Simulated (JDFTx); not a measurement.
Reference run:

Co(0001) slab cut from bulk Co (space group P6_3/mmc, indices of the conventional cell, lattice of the Materials Project entry mp-54, not re-optimised): 4 atoms in 4 planes, a 1x1 cell of 5.29 Å² (|a| = 2.472, |b| = 2.472 Å), 6.0 Å between the outermost planes, cell height 22.0 Å, 12×12×1 k mesh, Fermi smearing 0.004 Ha, spin-polarised from a ferromagnetic start.

Reference level: PBE, GBRV ultrasoft potentials, plane waves to 20/100 Ha, in JDFTx (a modified build). Unrelaxed; liquid: linear PCM (GLSSA13), water, 1 M NaF. The electron chemical potential μ is absolute (zero in the bulk liquid) and is turned into a potential by U = −μ/e − 4.44 V vs SHE, a convention.

```
cell height  work function (eV)  U_pzc (V)  mean C below U_pzc (μF/cm²)  k states × plane waves  cycles, vacuum run  rough core time, vacuum run
-----------  ------------------  ---------  ---------------------------  ----------------------  ------------------  ---------------------------
14.0 Å                     5.04       0.31                15 over 0.5 V               38 × 2137                  22                        6 min
16.0 Å                     5.02       0.30                15 over 0.5 V               38 × 2439                  26                        7 min
18.0 Å                     5.03       0.30                15 over 0.5 V               38 × 2745                  28                        8 min
22.0 Å                     5.02       0.30                15 over 0.5 V               38 × 3355                  32                       10 min
30.0 Å                     5.02       0.30                            –               38 × 4576                  46                       20 min
```

The work function stays within 0.02 eV over all these settings; capacitances repeat to about ±0.2 μF/cm². Core times come from shared machines and are rough, one run each.
